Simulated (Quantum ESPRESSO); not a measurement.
PtCuTi4AlTa, one run as intended and one with a planted mistake

Computed values, not a measurement. The program is pw.x of Quantum ESPRESSO 7.5 (plane-wave density functional theory). The cell is made up: eight metal atoms on a face-centred cubic lattice, with elements, volume, strain and displacements drawn at random and not relaxed, so it may be unstable or far from any real phase. PseudoDojo standard norm-conserving files set the functional (PBE unless stated); there is no spin polarisation or spin-orbit coupling, the Fermi-Dirac width of 0.25 eV means electrons at about 2900 K, and the masses in the input are unused placeholders. The copper pseudopotential is less sure than most, with forces differing by about three percent and pressure by about two GPa from a second method on plain copper. Heavy elements are run without spin-orbit coupling, which real alloys of them have. A spin test at this wide smearing found no moment, but such smearing suppresses magnetism that the real alloy may have.

Intended input:

```
&control calculation='scf', pseudo_dir='./dojo.nc.sr.pbe.v0_5.standard.upf', outdir='./o', disk_io='minimal', tprnfor=.true., tstress=.true. /
&system ibrav=0, nat=8, ntyp=5, nbnd=67, ecutwfc=92.02030273, nosym=.true., tot_charge=0,
 occupations='smearing', smearing='fd', degauss=0.0183746611
/
&electrons conv_thr=1.470e-08, electron_maxstep=70, mixing_beta=0.5 /
ATOMIC_SPECIES
Al 1.0 Al.upf
Cu 1.0 Cu.upf
Pt 1.0 Pt.upf
Ta 1.0 Ta.upf
Ti 1.0 Ti.upf
CELL_PARAMETERS angstrom
2.061 4.2268 2.1093
2.0513 -4.1937 2.0527
4.0969 -0.0234 -4.1466
ATOMIC_POSITIONS angstrom
Pt 0.0061 0.0496 -0.0511
Cu 2.0294 -0.0762 -2.0174
Ti 2.1016 -2.2122 -0.0457
Ti 4.0137 -2.1533 -1.9252
Ti 2.0205 2.1939 -0.0386
Ti 4.0275 2.0489 -2.1263
Al 2.0515 0.0106 2.1204
Ta 4.0216 0.0989 -0.0047
K_POINTS automatic
5 5 4 1 1 1
```

The log is shortened where brackets say so; the opening notice, blank lines, dates and the lines on written files are dropped, and the path of the files is cut. It prints rydbergs, bohrs and kilobars, and counts compression as positive stress. Its total energy is the free energy E - TS of the whole cell.

Log of the intended run:

```
     Program PWSCF v.7.5
     Parallel version (MPI & OpenMP), running on       4 processor cores
     Number of MPI processes:                 4
     Threads/MPI process:                     1
     [start-up lines left out]
     bravais-lattice index     =            0
     lattice parameter (alat)  =       9.7395  a.u.
     unit-cell volume          =     968.9051 (a.u.)^3
     number of atoms/cell      =            8
     number of atomic types    =            5
     number of electrons       =       101.00
     number of Kohn-Sham states=           67
     kinetic-energy cutoff     =      92.0203  Ry
     charge density cutoff     =     368.0812  Ry
     scf convergence threshold =      1.5E-08
     mixing beta               =       0.5000
     number of iterations used =            8  plain     mixing
     Exchange-correlation= PBE
                           (   1   4   3   4   0   0   0)
     [axes and pseudopotential details left out]
   Cartesian axes
     site n.     atom                  positions (alat units)
         1        Pt     tau(   1) = (   0.0011836   0.0096238  -0.0099148  )
         2        Cu     tau(   2) = (   0.3937599  -0.0147849  -0.3914316  )
         3        Ti     tau(   3) = (   0.4077687  -0.4292282  -0.0088671  )
         4        Ti     tau(   4) = (   0.7787692  -0.4178000  -0.3735422  )
         5        Ti     tau(   5) = (   0.3920331   0.4256775  -0.0074895  )
         6        Ti     tau(   6) = (   0.7814468   0.3975435  -0.4125612  )
         7        Al     tau(   7) = (   0.3980479   0.0020567   0.4114164  )
         8        Ta     tau(   8) = (   0.7803020   0.0191893  -0.0009119  )
     number of k points=    50  Fermi-Dirac smearing, width (Ry)=  0.0184
                       cart. coord. in units 2pi/alat
        k(    1) = (   0.2039557  -0.0005451   0.0461489), wk =   0.0400000
        k(    2) = (   0.3612012   0.0003181  -0.1092258), wk =   0.0400000
     [further k points left out]
     Dense  grid:   115559 G-vectors     FFT dimensions: (  60,  60,  72)
     Estimated max dynamical RAM per process >     403.12 MB
     Estimated total dynamical RAM >       1.49 GB
     Initial potential from superposition of free atoms
     starting charge     100.9898, renormalised to     101.0000
     Starting wfcs are   74 randomized atomic wfcs
     total cpu time spent up to now is        5.9 secs
     per-process dynamical memory:   312.9 Mb
     Self-consistent Calculation
     iteration #  1     ecut=    92.02 Ry     beta= 0.50
     Davidson diagonalization with overlap
     ethr =  1.00E-02,  avg # of iterations =  2.4
     total cpu time spent up to now is       18.5 secs
     total energy              =   -1237.92029540 Ry
     estimated scf accuracy    <      18.05866070 Ry
     iteration #  2     ecut=    92.02 Ry     beta= 0.50
     Davidson diagonalization with overlap
     ethr =  1.00E-02,  avg # of iterations =  3.1
     total cpu time spent up to now is       32.4 secs
     total energy              =   -1248.39554378 Ry
     estimated scf accuracy    <      44.69253368 Ry
     [iterations 3 to 20 left out]
     iteration # 21     ecut=    92.02 Ry     beta= 0.50
     Davidson diagonalization with overlap
     ethr =  3.04E-11,  avg # of iterations =  5.5
     total cpu time spent up to now is      280.2 secs
     total energy              =   -1250.26544269 Ry
     estimated scf accuracy    <       0.00000005 Ry
     iteration # 22     ecut=    92.02 Ry     beta= 0.50
     Davidson diagonalization with overlap
     ethr =  3.04E-11,  avg # of iterations =  2.0
     total cpu time spent up to now is      291.8 secs
     End of self-consistent calculation
     [lines on levels left out]
!    total energy              =   -1250.26544270 Ry
     estimated scf accuracy    <          1.2E-09 Ry
     smearing contrib. (-TS)   =      -0.15034570 Ry
     internal energy E=F+TS    =   -1250.11509700 Ry
     The total energy is F=E-TS. E is the sum of the following terms:
     one-electron contribution =    -626.56587771 Ry
     hartree contribution      =     348.51843102 Ry
     xc contribution           =    -195.26059354 Ry
     ewald contribution        =    -776.80705677 Ry
     convergence has been achieved in  22 iterations
     Forces acting on atoms (cartesian axes, Ry/au):
     atom    1 type  3   force =    -0.00097052    0.00141395    0.00865785
     atom    2 type  2   force =    -0.00008949    0.00177716   -0.00777346
     atom    3 type  5   force =    -0.02224386    0.01204509    0.01968972
     atom    4 type  5   force =     0.01052424    0.00296758   -0.03533026
     atom    5 type  5   force =     0.01101122   -0.00674470    0.00445596
     atom    6 type  5   force =     0.00987310    0.00639828    0.02119072
     atom    7 type  1   force =    -0.01084038    0.00577726   -0.00521714
     atom    8 type  4   force =     0.00273568   -0.02363462   -0.00567340
     Total force =     0.063932     Total SCF correction =     0.000078
     Computing stress (Cartesian axis) and pressure
          total   stress  (Ry/bohr**3)                   (kbar)     P=     -103.14
  -0.00060021   0.00000326  -0.00004151          -88.29        0.48       -6.11
   0.00000326  -0.00086703  -0.00004757            0.48     -127.54       -7.00
  -0.00004151  -0.00004757  -0.00063615           -6.11       -7.00      -93.58
     init_run     :      5.52s CPU      5.71s WALL (       1 calls)
     electrons    :    285.23s CPU    285.93s WALL (       1 calls)
     forces       :      2.26s CPU      2.28s WALL (       1 calls)
     stress       :      7.96s CPU      8.13s WALL (       1 calls)
     [timing details left out]
     PWSCF        :   5m 1.20s CPU   5m 2.32s WALL
     JOB DONE.
```

A second run has one planted mistake: two atoms have their elements exchanged. The input lines that differ:

```
- Ti 4.0275 2.0489 -2.1263
- Al 2.0515 0.0106 2.1204
+ Al 4.0275 2.0489 -2.1263
+ Ti 2.0515 0.0106 2.1204
```

Its log:

```
     Program PWSCF v.7.5
     Parallel version (MPI & OpenMP), running on       4 processor cores
     Number of MPI processes:                 4
     Threads/MPI process:                     1
     [start-up lines left out]
     bravais-lattice index     =            0
     lattice parameter (alat)  =       9.7395  a.u.
     unit-cell volume          =     968.9051 (a.u.)^3
     number of atoms/cell      =            8
     number of atomic types    =            5
     number of electrons       =       101.00
     number of Kohn-Sham states=           67
     kinetic-energy cutoff     =      92.0203  Ry
     charge density cutoff     =     368.0812  Ry
     scf convergence threshold =      1.5E-08
     mixing beta               =       0.5000
     number of iterations used =            8  plain     mixing
     Exchange-correlation= PBE
                           (   1   4   3   4   0   0   0)
     [axes and pseudopotential details left out]
   Cartesian axes
     site n.     atom                  positions (alat units)
         1        Pt     tau(   1) = (   0.0011836   0.0096238  -0.0099148  )
         2        Cu     tau(   2) = (   0.3937599  -0.0147849  -0.3914316  )
         3        Ti     tau(   3) = (   0.4077687  -0.4292282  -0.0088671  )
         4        Ti     tau(   4) = (   0.7787692  -0.4178000  -0.3735422  )
         5        Ti     tau(   5) = (   0.3920331   0.4256775  -0.0074895  )
         6        Al     tau(   6) = (   0.7814468   0.3975435  -0.4125612  )
         7        Ti     tau(   7) = (   0.3980479   0.0020567   0.4114164  )
         8        Ta     tau(   8) = (   0.7803020   0.0191893  -0.0009119  )
     number of k points=    50  Fermi-Dirac smearing, width (Ry)=  0.0184
                       cart. coord. in units 2pi/alat
        k(    1) = (   0.2039557  -0.0005451   0.0461489), wk =   0.0400000
        k(    2) = (   0.3612012   0.0003181  -0.1092258), wk =   0.0400000
     [further k points left out]
     Dense  grid:   115559 G-vectors     FFT dimensions: (  60,  60,  72)
     Estimated max dynamical RAM per process >     403.12 MB
     Estimated total dynamical RAM >       1.49 GB
     Initial potential from superposition of free atoms
     starting charge     100.9898, renormalised to     101.0000
     Starting wfcs are   74 randomized atomic wfcs
     total cpu time spent up to now is        5.9 secs
     per-process dynamical memory:   304.1 Mb
     Self-consistent Calculation
     iteration #  1     ecut=    92.02 Ry     beta= 0.50
     Davidson diagonalization with overlap
     ethr =  1.00E-02,  avg # of iterations =  2.3
     total cpu time spent up to now is       18.7 secs
     total energy              =   -1235.35275398 Ry
     estimated scf accuracy    <      21.62187821 Ry
     iteration #  2     ecut=    92.02 Ry     beta= 0.50
     Davidson diagonalization with overlap
     ethr =  1.00E-02,  avg # of iterations =  3.1
     total cpu time spent up to now is       33.6 secs
     total energy              =   -1247.23430335 Ry
     estimated scf accuracy    <      61.22492648 Ry
     [iterations 3 to 20 left out]
     iteration # 21     ecut=    92.02 Ry     beta= 0.50
     Davidson diagonalization with overlap
     ethr =  1.34E-10,  avg # of iterations =  3.2
     total cpu time spent up to now is      270.5 secs
     total energy              =   -1250.23449684 Ry
     estimated scf accuracy    <       0.00000006 Ry
     iteration # 22     ecut=    92.02 Ry     beta= 0.50
     Davidson diagonalization with overlap
     ethr =  6.39E-11,  avg # of iterations =  1.9
     total cpu time spent up to now is      282.4 secs
     End of self-consistent calculation
     [lines on levels left out]
!    total energy              =   -1250.23449685 Ry
     estimated scf accuracy    <          2.6E-09 Ry
     smearing contrib. (-TS)   =      -0.15347398 Ry
     internal energy E=F+TS    =   -1250.08102287 Ry
     The total energy is F=E-TS. E is the sum of the following terms:
     one-electron contribution =    -617.32676291 Ry
     hartree contribution      =     344.02503406 Ry
     xc contribution           =    -195.28223850 Ry
     ewald contribution        =    -781.49705552 Ry
     convergence has been achieved in  22 iterations
     Forces acting on atoms (cartesian axes, Ry/au):
     atom    1 type  3   force =     0.00437720   -0.00200963    0.00753495
     atom    2 type  2   force =    -0.00212481    0.00264683   -0.00557534
     atom    3 type  5   force =    -0.02064038    0.00684357    0.01347247
     atom    4 type  5   force =     0.00448468    0.00350827   -0.03213878
     atom    5 type  5   force =     0.00717943   -0.00454393    0.00810192
     atom    6 type  1   force =     0.01246898    0.00575096    0.01624694
     atom    7 type  5   force =    -0.01355977    0.00726601   -0.00157124
     atom    8 type  4   force =     0.00781466   -0.01946208   -0.00607092
     Total force =     0.056111     Total SCF correction =     0.000119
     Computing stress (Cartesian axis) and pressure
          total   stress  (Ry/bohr**3)                   (kbar)     P=      -95.76
  -0.00057118  -0.00000664  -0.00001223          -84.02       -0.98       -1.80
  -0.00000664  -0.00079267  -0.00008490           -0.98     -116.61      -12.49
  -0.00001223  -0.00008490  -0.00058909           -1.80      -12.49      -86.66
     init_run     :      5.54s CPU      5.82s WALL (       1 calls)
     electrons    :    275.62s CPU    276.52s WALL (       1 calls)
     forces       :      2.24s CPU      2.25s WALL (       1 calls)
     stress       :      7.95s CPU      8.11s WALL (       1 calls)
     [timing details left out]
     PWSCF        :   4m51.50s CPU   4m52.90s WALL
     JOB DONE.
```

|  | intended run | run with the mistake |
| --- | --- | --- |
| free energy (eV) | -17010.728 | -17010.307 |
| entropy term -TS, part of it (eV) | -2.046 | -2.088 |
| pressure (GPa) | -10.31 | -9.58 |
| size of the largest force component (eV/Å) | 0.908 | 0.826 |
| largest change of a force component (eV/Å) |  | 0.160 |
| iterations | 22 | 22 |

For scale, a rerun of the intended cell at a higher cutoff and on a denser mesh moved values by no more than 0.003 eV in energy, 0.02 GPa in stress and 0.003 eV/Å in force, and a second program with other atomic files agreed on that cell to 2 % rms in force and 0.5 GPa in pressure.